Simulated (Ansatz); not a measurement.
B₂Ir:
```yaml
crystal:
  lattice:
    - [3.04774, 0.00000, 0.00000]
    - [-1.52387, 2.63942, 0.00000]
    - [0.00000, 0.00000, 7.00636]
  atoms:
    - { symbol: Ir, position: [0.66667, 0.33333, 0.75000] }
    - { symbol: Ir, position: [0.33333, 0.66667, 0.25000] }
    - { symbol: B, position: [0.66667, 0.33333, 0.44003] }
    - { symbol: B, position: [0.33333, 0.66667, 0.55997] }
    - { symbol: B, position: [0.33333, 0.66667, 0.94003] }
    - { symbol: B, position: [0.66667, 0.33333, 0.05997] }
```

Relaxed with PBEsol. Special points in fractions of this cell's reciprocal vectors: Γ (0.000, 0.000, 0.000); M (0.500, 0.000, 0.000); K (0.333, 0.333, 0.000); A (0.000, 0.000, 0.500); L (0.500, 0.000, 0.500); H (0.333, 0.333, 0.500).

Question: List the band energies nearest the Fermi level at these points for PBEsol with spin–orbit coupling in the plane-wave PAW code Ansatz.

Answer: In eV from the Fermi level; about four levels below and three above (degenerate sets whole), none deeper than 8.9 eV; points with the same levels are listed once.

```json
[
 {"k": "Γ", "below": "-3.13 -3.13 -2.73 -2.73", "above": "1.28 1.28 1.38 1.38"},
 {"k": "M", "below": "-1.30 -1.30 -0.86 -0.86", "above": "0.09 0.09 0.45 0.45"},
 {"k": "K", "below": "-1.41 -1.41 -1.37 -1.37", "above": "1.33 1.33 1.91 1.91"},
 {"k": "A", "below": "-3.62 -3.62 -3.62 -3.62", "above": "2.18 2.18 2.18 2.18"},
 {"k": "L", "below": "-1.47 -1.47 -1.47 -1.47", "above": "0.21 0.21 0.21 0.21"},
 {"k": "H", "below": "-0.97 -0.97 -0.88 -0.88", "above": "2.04 2.04 2.48 2.48"}
]
```

Space group P6_3/mmc. The start of the workflow was typed in or built on a structure type; neither database checked (COD, Materials Project) lists it. Its standing as an ambient phase is unchecked. The PBEsol relaxation kept the symmetry of its start; whether a distortion lowers the energy is not shown. The run is not spin-polarised.

Potentials: the earlier of the program's two PAW sets. The files were generated under PBE; for other functionals the program regenerates the frozen cores, and for LDA and PBEsol the local potential too.
